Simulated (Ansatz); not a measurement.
PdRhN2:
```
PdRhN2
1.0
    1.48103     0.85507     6.10526
   -1.48103     0.85507     6.10526
    0.00000    -1.71014     6.10526
Rh Pd N
1 1 2
Cartesian
  0.00000   0.00000   9.15789
  0.00000   0.00000   0.00000
  0.00000   0.00000  16.36680
  0.00000   0.00000   1.94898
```

Relaxed with r²SCAN.

**Question.** Give the Bader charges and basin volumes of the independent atoms, the program Ansatz at the r²SCAN level (PAW).

**Answer.** 

```json
[
 {"atom": "Rh1", "Bader charge (e)": "+1.25", "Bader volume (Å³)": "10.8"},
 {"atom": "Pd2", "Bader charge (e)": "+0.49", "Bader volume (Å³)": "16.5"},
 {"atom": "N3", "Bader charge (e)": "-0.87", "Bader volume (Å³)": "9.5"}
]
```

Space group R-3m. The start of the workflow was typed in or built on a structure type; neither database checked (COD, Materials Project) lists it. Whether it is the stable phase at ambient conditions was not checked. The r²SCAN relaxation kept the symmetry of its start; its stability against distortions is not shown here. The workflow began spin-polarised and lost its moments. Its formation energy is positive at this level, so the cell may be metastable or incomplete.

Potentials: the later of the program's two PAW sets.
